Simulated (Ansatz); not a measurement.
A geometry of SnSe₂ away from equilibrium: step 3 of the relaxation of a relaxed SnSe2 cell with one Se and one Sn atom exchanged in a cell of 3 atoms. These are r2SCAN (plane waves to 500 eV, PAW, scalar-relativistic; Ansatz, a quantum-chemistry and plane-wave program) values and carry that method's errors. Γ-centred k-mesh 7×7×4 on the run's cell (coarser than for final values), Fermi–Dirac smearing 0.05 eV. The plane waves were selected for a different cell earlier on the path.

```
CELL_PARAMETERS angstrom
      3.80254     0.00000     0.00000
     -1.90127     3.29310     0.00000
      0.00000     0.00000     6.42995
ATOMIC_POSITIONS crystal
  Se 0.00000 0.00000 0.01792
  Sn 0.33333 0.66667 0.28300
  Se 0.66667 0.33333 0.69907
```

Q: What forces act on the atoms (eV/Å)?

A: 
```json
[
 {"atom": "Se1", "Fx": "0.00", "Fy": "0.00", "Fz": "0.48"},
 {"atom": "Sn2", "Fx": "0.00", "Fy": "0.00", "Fz": "0.62"},
 {"atom": "Se3", "Fx": "0.00", "Fy": "0.00", "Fz": "-1.10"}
]
```

The path ends in P-3m1 (No. 164) (CdI2 type). No spin polarisation in the result. No dispersion correction is included, so spacings between layers, chains or molecules are soft and tend to come out too large.

The run could not lose the symmetry of its start.
